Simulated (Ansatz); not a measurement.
Relaxed-ion elastic tensor of AlAs (zinc blende, space group No. 216) in GPa (Voigt order), DFT-LDA in the program Ansatz with PAW potentials; density 3.80 g/cm³, 22.29 Å³ per atom.

```
 113  57.0  57.0   0.0   0.0   0.0
57.0   113  57.0   0.0   0.0   0.0
57.0  57.0   113   0.0   0.0   0.0
 0.0   0.0   0.0  53.8   0.0   0.0
 0.0   0.0   0.0   0.0  53.8   0.0
 0.0   0.0   0.0   0.0   0.0  53.8
```

Task: Is the crystal mechanically stable?

Result: Yes: the smallest eigenvalue of C is 53.8 GPa.

Task: Work out the Voigt, Reuss and Hill averages.

Result: K_V = 75.5, K_R = 75.5, K_H = 75.5; G_V = 43.4, G_R = 39.1, G_H = 41.3 GPa.

Task: Give Young's modulus, Poisson's ratio, Pugh's ratio and the universal anisotropy index.

Result: E = 9KG/(3K + G) = 105 GPa; ν = 0.27; K/G = 1.83 (near the Pugh limit of 1.75, no verdict); A_U = 5G_V/G_R + K_V/K_R − 6 = 0.54.

Task: Estimate the sound speeds and the Debye temperature.

Result: v_l = √((K + 4G/3)/ρ) = 5870 m/s, v_t = √(G/ρ) = 3300 m/s, mean 3670 m/s; Θ = (h/k)(3n/4πV)^(1/3) v_m = 388 K.

Task: Give the Zener ratio and Young's modulus along [100], [110] and [111].

Result: A = 2C44/(C11 − C12) = 1.94; 1/E = S11 − 2(S11 − S12 − S44/2)Γ with Γ = 0, 1/4, 1/3 gives 74.2, 110, 130 GPa.

Task: Solve the Christoffel equation for the three sound speeds along [100], [110], [111].

Result: Eigenvalues of C_ijkl n_j n_l equal ρv² (piezoelectric stiffening left out). In km/s, slowest first: [100] 3.77, 3.77, 5.45; [110] 2.70, 3.77, 6.04; [111] 3.10, 3.10, 6.23.

Space group F-43m (zinc blende). The LDA relaxation kept the symmetry of its start; phonons on a q-mesh show no instability.

Potentials: the earlier of the program's two PAW sets.
